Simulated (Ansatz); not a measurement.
## Ta2F: rattling a relaxed structure

The structure comes from a proposed guess, relaxed at this level; another structure or a mixture of phases may lie lower.

The calculation used DFT PBE, scalar-relativistic, plane waves, PAW (Ansatz). Settings: cutoff 420 eV, Γ-centred mesh 12×12×4 on the computed 6-atom cell, Gaussian smearing of 0.10 eV; no spin polarisation.

The cell below (6 atoms, space group P-3m1 (No. 164)) is relaxed within its symmetry.

```
Ta F
1.0
     2.93887    0.00000    0.00000
    -1.46943    2.54513    0.00000
     0.00000    0.00000   13.68240
Ta F
4 2
Cartesian
  0.0000 0.0000 3.7629
  0.0000 0.0000 9.9195
  0.0000 1.6968 1.2499
  1.4694 0.8484 12.4325
  1.4694 0.8484 5.2029
  0.0000 1.6968 8.4795
```

For the test a repeat of it with 12 atoms (edges 2.94, 5.09, 13.68 Å) was strained at random (σ = 1.5 % a component), the atoms were moved at random (σ = 0.15 Å), and all was relaxed again on a coarse 8×4×2 mesh (in the run’s order of axes) with 0.20 eV smearing, with no symmetry imposed.

Weakly bound directions are ill-defined at this level, which has no dispersion term. These runs have no spin–orbit coupling, which can matter for Ta.

Problem. What happens?

Solution. It doesn't return. The energy falls by 163 meV/atom on that mesh, the volume changes by 1.7 %, and the end has space group P-1 (No. 2) at a loose tolerance. Relaxed again on a 12×12×4 mesh with 0.10 eV smearing, the new structure lies 165 meV/atom below the first (mesh in the axes of the run's cell; the cell below is made exact in the group named). Space group P-1 (No. 2), triclinic, a = 2.890 Å, b = 2.890 Å, c = 13.472 Å, α = 85.9°, β = 88.7°, γ = 66.6°. Ta on its first site is surrounded by 3 F at 2.20–2.27 Å, 6 Ta at 2.83–2.89 Å, 2 Ta at 3.17 Å and 2 Ta at 3.35–3.39 Å; Ta on its second site is surrounded by 8 Ta at 2.83–2.89 Å, 2 Ta at 3.17 Å and 4 Ta at 3.35–3.39 Å; F is surrounded by 3 Ta at 2.20–2.27 Å.

```xyz
6
Lattice="2.8899 0.0000 0.0000 1.1463 2.6527 0.0000 0.9570 -0.0722 13.4374" Properties=species:S:1:pos:R:3 pbc="T T T"
Ta    3.9675    1.9050    9.9081
Ta    1.0256    0.6755    3.5293
Ta    1.9697    0.5929   12.2566
Ta    3.0235    1.9876    1.1808
F     2.5777    0.9926    8.4738
F     2.4155    1.5879    4.9636
```
